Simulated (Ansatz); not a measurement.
Input and command of a plane-wave DFT calculation in Ansatz:

```yaml
crystal:
  lattice:
    - [0.0, 2.703, 2.703]
    - [2.703, 0.0, 2.703]
    - [2.703, 2.703, 0.0]
  atoms:
    - { symbol: Si, position: [0.25, 0.25, 0.25] }
    - { symbol: Si, position: [0.75, 0.75, 0.75] }
    - { symbol: Ni, position: [0.0, 0.0, 0.0] }
basis:
  ecutwfc: 420
kpoints:
  mp_grid: { grid: [12, 12, 12] }
hamiltonian:
  xc: pbe
scf:
  occupations: { method: gaussian, width: 0.1 }
output:
  forces: true
  stress: true
  eigenvalues: true
  write_density: true
  write_potential: true
  elf: true
  volumetric_format: npy
relax:
  adjacent_minimum: "off"
  f_tol: 0.02
  max_steps: 70
  cell: { stress_tol: 0.1 }
```

```bash
ansatz run input.yaml --threads 2 --pin off --max-ram 5120MiB --backend cpu --events-out ev --progress --plain --runs-dir out
```

Processor: Arm Neoverse N1, 2 threads, on a host shared with other jobs.

Task: How long does it run, and how much memory does it take?

Result: About 12 s on 2 threads of Arm Neoverse N1, with other jobs on the host, peak memory 0.36 GiB. It solves 17 bands at 72 k points (the mesh reduced by the symmetry that the task leaves, which can be less than the crystal's) with about 749 plane waves (on the last cell), in 25 SCF iterations over 4 ionic steps.
